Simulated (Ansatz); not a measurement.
**Kick test of a cell of K2ZnOsC6N6**

It was reached by relaxing an invented guess, and it needn't be the stable form of this composition.

Theory: Ansatz 0.2.0, DFT PBE, scalar-relativistic, plane waves, PAW. Plane waves to 420 eV, a k mesh through Γ of 4×4×4 on the computed 16-atom cell and Gaussian smearing (0.02 eV); no spin polarisation.

The cell below (16 atoms, space group Fm-3m (No. 225)) is relaxed within its symmetry.

```
K Zn Os C N
1.0
     0.00000    5.39326    5.39326
     5.39326    0.00000    5.39326
     5.39326    5.39326    0.00000
K Zn Os C N
2 1 1 6 6
Cartesian
  2.6966 2.6966 2.6966
  8.0899 8.0899 8.0899
  0.0000 0.0000 0.0000
  5.3933 5.3933 5.3933
  2.2185 5.3933 5.3933
  5.3933 2.2185 5.3933
  5.3933 5.3933 2.2185
  8.5680 5.3933 5.3933
  5.3933 8.5680 5.3933
  5.3933 5.3933 8.5680
  3.3954 5.3933 5.3933
  5.3933 3.3954 5.3933
  5.3933 5.3933 3.3954
  7.3912 5.3933 5.3933
  5.3933 7.3912 5.3933
  5.3933 5.3933 7.3912
```

For the test it was strained at random (σ = 1.5 % a component), the atoms were moved at random (σ = 0.05 Å), and all was relaxed again on a coarse 2×2×2 mesh (in the run’s order of axes) with 0.10 eV smearing, with no symmetry imposed.

These runs have no spin–orbit coupling, which can matter for Os.

Task: What happens?

Result: It doesn't return. The energy falls by 19 meV/atom on that mesh, the volume changes by -6.1 %, and the end has space group R3 (No. 146) at a loose tolerance. Relaxed again on a 4×4×4 mesh with 0.02 eV smearing, the new structure lies 18 meV/atom below the first (mesh in the axes of the run's cell; the cell below is made exact in the group named). Space group R3 (No. 146), trigonal, a = 7.233 Å, c = 19.519 Å. K on its first site has 6 C at 3.21–3.32 Å, 6 N at 3.26–3.29 Å, 1 Zn at 4.02 Å and 3 N at 4.07 Å; Zn is surrounded by 6 C at 2.21–2.26 Å; around Os lie 6 N at 2.00–2.01 Å; C on its first site is surrounded by 1 N at 1.18 Å, 1 Zn at 2.21 Å, 4 C at 3.10–3.21 Å, 1 Os at 3.18 Å and 2 K at 3.24–3.32 Å; around N on its first site lie 1 C at 1.18 Å, 1 Os at 2.01 Å, 4 N at 2.81–2.87 Å and 2 K at 3.20–3.29 Å; 3 more sites not described.

Space group R3:H (No. 146). a = 7.233 Å, b = 7.233 Å, c = 19.519 Å, α = 90.00°, β = 90.00°, γ = 120.00°
```
atom  site  symmetry       x       y       z
   K    3a        3. 0.6667  0.3333  0.1238
   K    3a        3. 0.0000  0.0000  0.2926
  Zn    3a        3. 0.6667  0.3333  0.3299
  Os    3a        3. 0.3333  0.6667  0.1613
   C    9b         1  0.7282  0.7885  0.0626
   C    9b         1  0.6085  0.0602  0.2599
   N    9b         1  0.5839  0.7367  0.1006
   N    9b         1  0.5137  0.9168  0.2219
```
